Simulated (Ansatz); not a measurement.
Mn5Ge3 in space group P6_3/mcm (No. 193; Mn on 6g, Mn on 4d, Ge on 6g) under volume change, PBEsol (plane waves, PAW; program Ansatz), shape and atoms relaxed at each volume.

```
V (Å³/atom)  E − E(relaxed) (meV/atom)  P (GPa)
-----------  -------------------------  -------
11.812                            55.2    16.07
12.201                            23.5    10.10
12.591                             [?]      [?]
12.980                             0.0     0.01
13.370                             4.9    -3.95
13.759                             [?]      [?]
14.148                            39.6   -10.00
```

What belongs in the gaps?


- 13.759, E − E(relaxed) (meV/atom): 18.6
- 13.759, P (GPa): -7.19
- 12.591, E − E(relaxed) (meV/atom): 5.6
- 12.591, P (GPa): 4.74

What does a third-order Birch–Murnaghan fit give for V₀, B₀ and B′?

V₀ = 12.99 Å³/atom, B₀ = 140 GPa, B′ = 4.1.

The first step of the workflow began from a Materials Project structure, measured or hypothetical; the Crystallography Open Database copy checked does not list it. Its standing as an ambient phase is unchecked. The PBEsol relaxation kept the symmetry of its start; whether a distortion lowers the energy is not shown. Magnetic state: ferromagnetic, the only order run, not a proven ground state. Spin–orbit coupling is left out wherever it is not named.

Potentials: the later of the program's two PAW sets.
